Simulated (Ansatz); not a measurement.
Consider the following.

Interlayer sliding in a free bilayer taken from bulk MoS2 (2H-MoS2 type, space group P6_3/mmc): the upper half of the atoms below is shifted in the plane.

```yaml
crystal:
  lattice:
    - [3.17320, 0.00000, 0.00000]
    - [1.58660, 2.74807, 0.00000]
    - [0.00000, 0.00000, 24.33016]
  atoms:
    - { symbol: S, position: [0.33333, 0.33333, 0.30826] }
    - { symbol: Mo, position: [0.66667, 0.66667, 0.37221] }
    - { symbol: S, position: [0.33333, 0.33333, 0.43615] }
    - { symbol: S, position: [0.66667, 0.66667, 0.56385] }
    - { symbol: Mo, position: [0.33333, 0.33333, 0.62779] }
    - { symbol: S, position: [0.66667, 0.66667, 0.69174] }
```

In-plane vectors a = (3.173, 0.000) Å, b = (1.587, 2.748) Å, area 8.72 Å². The shift is s times the vector a (length 3.173 Å), so s = 1 restores the start. Atoms relax along the normal only. γ = [E(shift) − E(0)] / area.

Calculation: r2SCAN+rVV10 (plane waves to 500 eV, PAW, scalar-relativistic; Ansatz, an electronic-structure program). k mesh 12×12×1 (Γ-centred), Fermi-Dirac smearing 0.05 eV. E is the zero-smearing estimate. MoS2 is run without spin polarisation. MoS2 was relaxed with its symmetry unable to fall. The PAW data are Ansatz's earlier set. γ is measured from zero shift.

The scan covers s from 0.000 to 0.917 in 12 points.

Question: Does γ have a local minimum between the ends of the line, and at which s?

Answer: No computed point is one.

Question: At which s is γ highest?

Answer: s = 0.500.

Question: What is the highest γ among twelve even steps of s?

Answer: 85 mJ/m².

Question: By how much does the gap between the layers widen from the lowest to the highest stacking on this line?

Answer: 0.4 Å.

Question: Which atoms are eclipsed at s = 0.500?

Answer: No atom directly above another.

(The slope of γ gives the shear force per area between the displaced halves; near zero shift its curvature is an elastic stiffness.)
